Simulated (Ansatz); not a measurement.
Values for one crystal, relaxed and computed with the program Ansatz at the r²SCAN level (PAW); other levels are named.

- Volume per atom = 18.41 Å³
- Band gap = 3.77 eV (direct)
- Formation energy from the elements (no fitted shifts) = -0.50 eV/atom
- HSE06 gap on the r²SCAN cell = 4.46 eV
- Hole effective mass with spin–orbit coupling = 1.2, 1.2, 3.6 mₑ (principal values)
- Valence-band maximum = at M
- Pressure derivative B′ = 3.7

**Question.** Which of these materials gives this?
A) Li2H6Pt, Fm-3m (Li on 8c, H on 24e, Pt on 4a)
B) RbCaH3, cubic perovskite
C) Rb2TeBr6, I4/m (Rb on 4d, Te on 2a, Br on 8h, Br on 4e)
D) Rb2PdC2, P-3m1 (C on 2c, Rb on 2d, Pd on 1a)

**Answer.** B, RbCaH3, cubic perovskite

Space group Pm-3m (cubic perovskite). The workflow started from a Materials Project entry (that database holds measured and hypothetical structures alike); the Crystallography Open Database files this formula in space group No. 221, but the cells were not matched. Whether it is the stable phase at ambient conditions was not checked. The cell was relaxed with r²SCAN under the symmetry of its start; its stability against distortions is not shown here. The references are the lowest solids computed at this level, not always the standard phases (solids in place of the gases). Spin–orbit coupling is left out wherever it is not named.

Potentials: the later of the program's two PAW sets.
